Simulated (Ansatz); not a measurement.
Level of theory: DFT PBE, scalar-relativistic, plane waves, PAW (Ansatz). Plane waves to 420 eV, a 12×12×12 mesh through Γ for the 4-atom cell and 0.10 eV Gaussian smearing; collinear spin.

Formation energies are uncorrected and count from the elements' standard states at the same level.

Question: Find a candidate trigonal metal that holds F and 1 more element, with a formation energy near −2.06 eV/atom, about 11 Å³ per atom and a net moment near 0.2 μB per atom, in a cell of 4 atoms. Its symmetry should be R-3m (No. 166).

Answer: MgF3, space group R-3m (No. 166). Around Mg lie 2 F at 1.97 Å, 6 F at 2.55 Å and 6 F at 2.78 Å; F on a site of symmetry -3m has 8 F at 2.41–2.46 Å and 6 Mg at 2.78 Å (long against covalent radii, as for large ions); around F on a site of symmetry 3m lie 1 Mg at 1.97 Å, 7 F at 2.41–2.55 Å and 3 Mg at 2.55 Å.

```cif
data_structure
_symmetry_space_group_name_H-M 'R-3m:H'
_symmetry_Int_Tables_number 166
_cell_length_a 4.0795
_cell_length_b 4.0795
_cell_length_c 8.8580
_cell_angle_alpha 90.000
_cell_angle_beta 90.000
_cell_angle_gamma 120.000
_cell_volume 127.67
loop_
_atom_site_label
_atom_site_type_symbol
_atom_site_symmetry_multiplicity
_atom_site_Wyckoff_symbol
_atom_site_fract_x
_atom_site_fract_y
_atom_site_fract_z
_atom_site_occupancy
Mg1 Mg 3 b 0.33333 0.66667 0.16667 1
F1 F 3 a 0.00000 0.00000 0.00000 1
F2 F 6 c 0.33333 0.66667 0.38867 1
```

The volume per atom is 10.6 Å³. The density is 3.2 g/cm³ and the energy over the elements is −2.06 eV/atom. The gap on the 12×12×12 mesh of the 4-atom cell is 0 eV (a metal), the net moment per atom is 0.25 μB and the moment by site is F 0.6, 0.2 (×2) μB.

It was reached by relaxing an invented guess, and it needn't be the stable form of this composition. The answer needn't be unique; the calculation gave this one.

Weakly bound directions are ill-defined at this level, which has no dispersion term. Another magnetic order may lie lower. Symmetry constrained the relaxation, so the result can be a saddle point. Site moments count only spheres around the atoms; the net moment includes the space between them.
